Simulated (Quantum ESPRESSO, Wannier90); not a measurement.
**Wannierisation of TaN (P-6m2)**

```yaml
crystal:
  lattice:
    - [2.93994, 0.00000, 0.00000]
    - [-1.46997, 2.54606, 0.00000]
    - [0.00000, 0.00000, 2.89018]
  atoms:
    - { symbol: Ta, position: [0.00000, 0.00000, 0.50000] }
    - { symbol: N, position: [0.66667, 0.33333, 0.00000] }
```

Cell from Materials Project (mp-1459), symmetrised, no further relaxation. COD (Crystallography Open Database) has the formula in 5 space groups, this one among them (matched by group alone). Method: PBEsol plane waves in Quantum ESPRESSO 7.5 (PseudoDojo norm-conserving files, 68 Ry, no spin polarisation, no spin-orbit coupling), Bloch states on a 12×12×10 mesh through Γ, Wannier90 4.0.1. Density: 12×12×10 mesh, cold smearing 0.01 Ry. Spin-orbit coupling is left out although heavy elements are present.

Base run: 8 functions from bands 6-22 of the 22 computed, start hydrogen-like Ta: d; N: p, centres 0.05 Å off the atoms, frozen window up to 1.50 eV relative to the Fermi level, outer window open. Rows change the key named; with other orbitals the number of functions and the frozen window follow, as listed; window edges are relative to the Fermi level. The misfit compares interpolated bands with pw.x on a high-symmetry path, for states up to 1.0 eV relative to the Fermi level. Converged means that the tolerances were met: symmetric starts can stop on a saddle, which shows as a larger Ω_OD at equal Ω_I and can move the misfit too.

Rows with other orbitals or bands describe another subspace, so their Ω_I can't be set against the base's. Runs that didn't settle are not listed.

```
setting                                                          orbitals  bands  functions  frozen to (eV)  Ω_I (Å²)  Ω_D (Å²)  Ω_OD (Å²)  rms misfit (meV)  worst (meV)            ended
-----------------------------------------------------  ------------------  -----  ---------  --------------  --------  --------  ---------  ----------------  -----------  ---------------
base                                                            Ta d, N p   6-22          8            1.50      9.42      0.02       0.40               1.8           16        converged
num_iter = 0 (projection only), orbitals on the atoms           Ta d, N p   6-22          8            1.50      9.42      0.02       0.59               1.8           16  no minimisation
start: the same orbitals exactly on the atoms                   Ta d, N p   6-22          8            1.50      9.42      0.02       0.40               1.8           16        converged
start: atomic waves of the pseudopotential files       Ta 5d, Ta 6s, N 2p   6-22          9            1.50     11.02      0.01       0.24               2.4           21        converged
```
